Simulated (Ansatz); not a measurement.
LuN (rock salt, Fm-3m) under volume change, the program Ansatz at the PBEsol level (PAW), scaled uniformly.

```json
[
 {"V (Å³/atom)": "11.824", "E − E(relaxed) (meV/atom)": "70.6", "P (GPa)": "20.98"},
 {"V (Å³/atom)": "12.214", "E − E(relaxed) (meV/atom)": "29.7", "P (GPa)": "12.88"},
 {"V (Å³/atom)": "12.604", "E − E(relaxed) (meV/atom)": "7.0", "P (GPa)": "5.92"},
 {"V (Å³/atom)": "12.994", "E − E(relaxed) (meV/atom)": "0.0", "P (GPa)": "0.00"},
 {"V (Å³/atom)": "13.383", "E − E(relaxed) (meV/atom)": "6.4", "P (GPa)": "-5.14"},
 {"V (Å³/atom)": "13.773", "E − E(relaxed) (meV/atom)": "24.4", "P (GPa)": "-9.54"},
 {"V (Å³/atom)": "14.163", "E − E(relaxed) (meV/atom)": "52.3", "P (GPa)": "-13.32"}
]
```

Problem. What does a third-order Birch–Murnaghan fit give for V₀, B₀ and B′?

Solution. V₀ = 12.99 Å³/atom, B₀ = 184 GPa, B′ = 4.1.

The workflow started from an entry of the Crystallography Open Database (COD). Whether it is the stable phase at ambient conditions was not checked. The cell was relaxed with PBEsol under the symmetry of its start; its stability against distortions is not shown here. Scalar-relativistic: spin–orbit coupling is off unless named, which matters more the heavier the elements.

Potentials: the later of the program's two PAW sets.
